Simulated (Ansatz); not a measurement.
¹¹⁹Sn Mössbauer parameters in InP with Sn replacing In

Cell: a supercell of InP (zinc blende type, F-43m) built from a COD entry, with the ions relaxed around the defect (PBE).

Space group F-43m (No. 216); a = 17.5830 Å.

```csv
site,Wyckoff,site symmetry,x,y,z
Sn,4a,-43m,0.0000,0.0000,0.0000
In2,48h,..m,0.1670,0.0003,0.1670
In5,16e,.3m,0.3332,0.8332,0.1668
In9,16e,.3m,0.6666,0.6666,0.3334
In15,24f,2.mm,0.5000,0.6667,0.5000
P28,16e,.3m,0.0839,0.9161,0.0839
P29,24g,2.mm,0.2500,0.9167,0.2500
P33,48h,..m,0.5833,0.7500,0.4167
P41,16e,.3m,0.4166,0.5834,0.4166
P54,4c,-43m,0.7500,0.2500,0.7500
```

One atom of each set is listed; the run and its k-mesh use a cell of 54 atoms with edges of 12.43, 12.43, 12.43 Å.

Method: Kohn–Sham DFT in Ansatz, PBE, plane waves and PAW, scalar-relativistic, 420 eV cutoff, Γ-centred 2×2×2 k-points, Fermi–Dirac smearing 0.01 eV, cell charge -1.

Isomer shifts (against SnO₂) follow from the electron density at the nucleus, δ = α(ρ − ρ₀), with α = 0.099 mm s⁻¹ a₀³ and ρ₀ = 183191.44 a₀⁻³ from a line fitted to 8 measured compounds at this level of theory (rms miss 0.12 mm/s). ΔE_Q = ½eQV_zz(1 + η²/3)^½ with Q = -0.132 b for the 23.9 keV state.

Problem. Where do the absorption lines lie?

Solution. Sn (1 atom a cell): δ = 2.18, |ΔE_Q| = 0.00 mm/s, a single line at 2.18 mm/s.

The run isn't spin-polarised, and a state with spin may lie lower. The defect repeats with the cell of 54 atoms, so it feels its images: sites between two images don't show the values beside a lone defect, and zeros or small values of η there can come from the images' arrangement. The relaxation keeps the site symmetry -43m of the start, so the impurity can't leave its site; a distortion that would localise the partly filled state isn't explored. A uniform background compensates the cell's charge.

The relaxation (3 steps) took 63 s of wall time (3.8 min of CPU time) and 6.4 GiB at its peak, on 4 threads of Intel Xeon Platinum 8488C (Sapphire Rapids) (x86_64; 16 cores open to the job, memory cap 8.0 GiB, no GPU), a shared host with a load of 0.3 a core.
